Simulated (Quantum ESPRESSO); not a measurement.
Kohn-Sham bands of PbS (Cmcm)

```
PbS
1.0
    4.15991     0.00000     0.00000
    0.00000     0.00000    -4.27932
   -2.07995     5.99130     0.00000
Pb S
2 2
Direct
  0.13056   0.25000   0.26112
  0.86944   0.75000   0.73888
  0.35480   0.25000   0.70960
  0.64520   0.75000   0.29040
```

Cell from Materials Project (mp-1018115), symmetrised, no further relaxation. Not found in the COD (Crystallography Open Database) copy used, which has the formula in other groups; not checked further. Method: PBEsol plane waves in Quantum ESPRESSO 7.5 (PseudoDojo norm-conserving files, 50 Ry, no spin polarisation, no spin-orbit coupling), Bloch states on a 8×8×8 mesh through Γ, Wannier90 4.0.1. Density: 8×8×8 mesh, cold smearing 0.01 Ry. Spin-orbit coupling is left out although heavy elements are present.

Question: List the Kohn-Sham levels between −8 and 4.0 eV relative to the valence-band maximum at the high-symmetry points, as a band run of pw.x on that density gives them (levels within 2 meV counted together).

Answer: 
```csv
point,k (reciprocal lattice),levels (eV)
Γ,0.000 0.000 0.000,"-6.90, -5.93, -4.29, -3.01, -2.44, -1.71, -1.53, -0.53"
Y,0.000 0.000 0.500,"-7.56, -5.68, -2.75, -2.68, -1.99, -1.92, -1.36, -0.52, 1.03"
C_0,0.440 0.000 0.280,"-7.28, -2.47, -1.41, -1.40, -1.27, -0.74, -0.30, 1.51, 1.70, 1.97, 2.57, 3.36"
Σ_0,0.560 0.000 -0.280,"-7.28, -2.47, -1.41, -1.40, -1.27, -0.74, -0.30, 1.51, 1.70, 1.97, 2.57, 3.36"
Z,0.000 -0.500 0.000,"-7.76 (×2), -2.81 (×2), -1.16 (×2), -0.17 (×2), 1.68 (×2), 2.67 (×2)"
A_0,0.560 -0.500 -0.280,"-7.19 (×2), -4.40 (×2), -2.85 (×2), -1.52 (×2), 3.10 (×2)"
E_0,0.440 -0.500 0.280,"-7.19 (×2), -4.40 (×2), -2.85 (×2), -1.52 (×2), 3.10 (×2)"
T,0.000 -0.500 0.500,"-1.27 (×2), -1.26 (×2), -0.56 (×2), 1.57 (×2), 3.09 (×2), 3.36 (×2)"
S,0.500 0.000 0.000,"-7.53, -2.16, -2.09, -1.39, -1.22, -0.43, -0.43, 1.64, 1.74, 2.11, 2.85, 3.04"
R,0.500 -0.500 0.000,"-7.09 (×2), -4.38 (×2), -3.19 (×2), -1.49 (×2), 3.28 (×2)"
```
